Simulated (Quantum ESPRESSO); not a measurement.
# TiMo6Cu: a guest atom moved from site to site

Computed values, not a measurement. The program is pw.x of Quantum ESPRESSO 7.5 (plane-wave density functional theory). The cell is made up: eight metal atoms on a face-centred cubic lattice, with elements, volume, strain and displacements drawn at random and not relaxed, so it may be unstable or far from any real phase. PseudoDojo standard norm-conserving files set the functional (PBE unless stated); there is no spin polarisation or spin-orbit coupling, the Fermi-Dirac width of 0.25 eV means electrons at about 2900 K, and the masses in the input are unused placeholders. The copper pseudopotential is less sure than most, with forces differing by about three percent and pressure by about two GPa from a second method on plain copper. A spin test at this wide smearing found no moment, but such smearing suppresses magnetism that the real alloy may have.

The runs move one Ti atom among sites that otherwise hold Mo. Cell, positions, cutoff, mesh and smearing stay as in the input of run 1; sites are counted in its order. Stress in the tables is positive in tension.

Input of run 1:

```
&control calculation='scf', pseudo_dir='./dojo.nc.sr.pbe.v0_5.standard.upf', outdir='./o', disk_io='minimal', tprnfor=.true., tstress=.true. /
&system ibrav=0, nat=8, ntyp=3, nbnd=75, ecutwfc=92.02030273, nosym=.true., tot_charge=0,
 occupations='smearing', smearing='fd', degauss=0.0183746611
/
&electrons conv_thr=1.470e-08, electron_maxstep=70, mixing_beta=0.5 /
ATOMIC_SPECIES
Cu 1.0 Cu.upf
Mo 1.0 Mo.upf
Ti 1.0 Ti.upf
CELL_PARAMETERS angstrom
1.9324 3.9358 1.9624
1.9876 -3.9873 2.01
2.0207 0.0219 -6.0193
ATOMIC_POSITIONS angstrom
Ti 0.1019 0.0496 -0.0376
Mo 1.9665 -2.0417 -0.0645
Mo 1.9967 -0.0067 -2.0657
Cu 4.0058 -1.931 -2.0576
Mo 1.8847 0.1119 1.8809
Mo 2.0727 1.9904 0.1115
Mo 3.963 0.0145 -0.0553
Mo 3.8221 1.8997 -2.0463
K_POINTS automatic
6 6 4 1 1 1
```

| run | elements on sites 1 to 8 | free energy less that of run 1 (eV) | -TS (eV) | pressure (GPa) | stress xx (GPa) | stress yy (GPa) | stress zz (GPa) | stress yz (GPa) | stress xz (GPa) | stress xy (GPa) | iterations |
| --- | --- | --- | --- | --- | --- | --- | --- | --- | --- | --- | --- |
| 1 | Ti Mo Mo Cu Mo Mo Mo Mo | 0.000 | -1.890 | 3.84 | -2.76 | -3.67 | -5.09 | -1.13 | 0.77 | -0.30 | 20 |
| 2 | Mo Ti Mo Cu Mo Mo Mo Mo | 0.100 | -1.901 | 3.61 | -2.56 | -4.58 | -3.69 | -0.75 | 1.05 | -0.47 | 21 |
| 3 | Mo Mo Ti Cu Mo Mo Mo Mo | 0.029 | -1.898 | 3.68 | -3.42 | -3.69 | -3.94 | -0.44 | 0.65 | -0.54 | 22 |
| 4 | Mo Mo Mo Cu Ti Mo Mo Mo | -0.039 | -1.874 | 3.46 | -2.15 | -3.41 | -4.81 | -0.61 | 0.66 | 0.64 | 22 |
| 5 | Mo Mo Mo Cu Mo Ti Mo Mo | 0.087 | -1.893 | 3.02 | -2.02 | -3.33 | -3.70 | -0.66 | 0.87 | -0.02 | 22 |
| 6 | Mo Mo Mo Cu Mo Mo Ti Mo | -0.021 | -1.884 | 3.94 | -2.80 | -4.45 | -4.56 | -0.54 | 0.77 | 0.05 | 21 |

Forces Fx Fy Fz (eV/Å):

```
site             run 1             run 2             run 3             run 4             run 5             run 6
   1   -1.35 0.24 0.36   -1.19 0.14 0.43   -1.38 0.23 0.48   -1.30 0.32 0.29   -1.08 0.31 0.58   -1.14 0.19 0.22
   2    1.86 0.64 0.90    1.67 0.66 1.12    1.73 0.62 1.06    1.78 0.57 0.87    1.77 0.44 1.00    1.59 0.60 1.08
   3   0.37 0.27 -0.26   0.26 0.20 -0.19   0.45 0.14 -0.22   0.14 0.21 -0.08   0.34 0.31 -0.12   0.28 0.29 -0.16
   4  -0.42 0.12 -0.12  -0.38 0.15 -0.16  -0.38 0.14 -0.15  -0.38 0.11 -0.11  -0.43 0.12 -0.13  -0.39 0.13 -0.16
   5   0.07 -1.80 1.01  -0.05 -1.83 0.82   0.08 -1.92 0.83  -0.04 -1.78 1.07  -0.11 -1.78 0.80  -0.02 -1.87 0.97
   6  -1.25 0.85 -1.15  -1.44 0.97 -1.03  -1.54 0.98 -1.09  -1.16 0.97 -1.11  -1.47 0.94 -1.28  -1.48 1.06 -0.97
   7  0.00 -0.87 -0.52  0.30 -0.78 -0.61  0.20 -0.82 -0.62  0.21 -0.89 -0.74  0.20 -0.78 -0.64  0.38 -0.83 -0.69
   8   0.72 0.56 -0.22   0.83 0.48 -0.38   0.84 0.63 -0.30   0.74 0.49 -0.20   0.78 0.44 -0.21   0.80 0.43 -0.30
```

The sites are displaced and not relaxed, so the energy differences mix bonding between neighbours with strain and are not ordering energies. A rerun of one cell of this series at a higher cutoff and on a denser mesh moved values by no more than 0.004 eV in energy, 0.02 GPa in stress and 0.006 eV/Å in force, and a second program with other atomic files agreed on that cell to 2 % rms in force and 0.5 GPa in pressure.